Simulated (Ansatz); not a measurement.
**Relaxing a structure of Pd**

The start is a relaxed Pd cell displaced along its unstable phonon at q = (½, 0, 0) of its primitive reciprocal cell (38i cm⁻¹), largest move 0.15 Å. The structure is fully relaxed (lattice and positions, P = 0) with PBE (plane waves to 420 eV, PAW, scalar-relativistic; Ansatz, an electronic-structure program). The first steps use a coarse 4×8×12 k-mesh.

Initial structure:
```
CELL_PARAMETERS angstrom
      9.00908     0.00000     0.00000
     -2.25227     3.90105     0.00000
      0.00000     0.00000     2.67594
ATOMIC_POSITIONS crystal
  Pd 0.00000 0.00000 0.98805
  Pd 0.50000 0.00000 0.01195
  Pd 0.16667 0.66667 0.44394
  Pd 0.66667 0.66667 0.55606
  Pd 0.33333 0.33333 0.55606
  Pd 0.83333 0.33333 0.44394
```

```json
{
  "largest_initial_force": "0.10 eV/Å, on Pd3, Pd4, Pd5, Pd6 (atoms numbered as listed)",
  "energy_released": "0.11 eV/atom",
  "volume_change": "-2.3 %, from 15.67 to 15.32 Å³/atom",
  "relative_to_the_parent": "It does not go back: it reaches Fm-3m (No. 225), fcc (Cu type), 0.11 eV/atom below the parent",
  "band_gap_at_the_end": "no gap (metallic)",
  "optimiser_moves": "14"
}
```

The end point of the relaxation:

```cif
data_Pd4
_chemical_formula_sum 'Pd4'
_space_group_name_H-M_alt 'Fm-3m'
_space_group_IT_number 225
_space_group_name_Hall '-F 4 2 3'
_cell_length_a 3.94252
_cell_length_b 3.94252
_cell_length_c 3.94252
_cell_angle_alpha 90.000
_cell_angle_beta 90.000
_cell_angle_gamma 90.000
loop_
_atom_site_label
_atom_site_type_symbol
_atom_site_symmetry_multiplicity
_atom_site_Wyckoff_symbol
_atom_site_fract_x
_atom_site_fract_y
_atom_site_fract_z
_atom_site_occupancy
Pd1 Pd 4 a 0.00000 0.00000 0.00000 1
```
(The calculation used a cell of 1 atom; values per cell refer to that cell.)

Final values are on a 20×20×20 k-mesh of the relaxed cell. No spin polarisation in the result. A magnetic state may lie lower.

The run could not lose the symmetry of its start.

Of the parent cell (P6/mmm (No. 191)): it is a generated cell of Pd: the first start was made by placing the elements on the sites of a structure type, and the end was not matched to a known phase here, so it may be hypothetical. Known forms of Pd include space group No. 225.
